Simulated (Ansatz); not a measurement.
AlNi (CsCl type): values from a third-order Birch-Murnaghan fit to a volume scan beside measured ones. Computed values: PBEsol (plane waves to 420 eV, PAW, scalar-relativistic; Ansatz, an electronic-structure program). AlNi is run without spin polarisation. AlNi was relaxed with its symmetry unable to fall.

```tsv
quantity	reference	kind	PBEsol	difference
Lattice constant a (Å)	2.882	measured, corrected to the static lattice	2.862	-0.7 %
Bulk modulus B₀ (GPa)	156	measured, room temperature or unstated	173	+10.8 %
```

PBEsol underestimates the lattice constant a by 0.7 %.

References as given in: H. Levämäki, M. P. J. Punkkinen, K. Kokko et al., Physical Review B (2014), arXiv:1402.3671; Yamada, Ryo, Mohri, Tetsuo, (2019), arXiv:1910.09660. Values not taken to low temperature hold thermal and zero-point shifts that a static calculation lacks, so small differences there are no errors of the method.

(A scan under strain: stresses follow from slopes of the energy per volume, elastic moduli from its curvatures.)
